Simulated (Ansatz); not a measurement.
Relaxed-ion elastic tensor of Ca (bcc (W type), space group No. 229) in GPa (Voigt order), r²SCAN (plane waves, PAW; program Ansatz); density 1.54 g/cm³, 43.32 Å³ per atom.

```
18.6  17.1  17.1   0.0   0.0   0.0
17.1  18.6  17.1   0.0   0.0   0.0
17.1  17.1  18.6   0.0   0.0   0.0
 0.0   0.0   0.0  14.9   0.0   0.0
 0.0   0.0   0.0   0.0  14.9   0.0
 0.0   0.0   0.0   0.0   0.0  14.9
```

Question: Is the crystal mechanically stable?

Answer: Yes: the smallest eigenvalue of C is 1.4 GPa.

Question: Work out the Voigt and Reuss bounds. Is their mean of use?

Answer: K_V = 17.6, K_R = 17.6; G_V = 9.2, G_R = 1.7 GPa. The bounds lie so far apart that a Hill average or a Debye temperature from it would say little.

Space group Im-3m (bcc (W type)). This is a known high-temperature phase of the composition, computed here at zero pressure and temperature. The cell was relaxed with r²SCAN under the symmetry of its start; its stability against distortions is not shown here. As this level gives no gap, shear constants depend on the k-mesh and smearing (Fermi–Dirac, 0.1 eV here).

Potentials: the earlier of the program's two PAW sets.
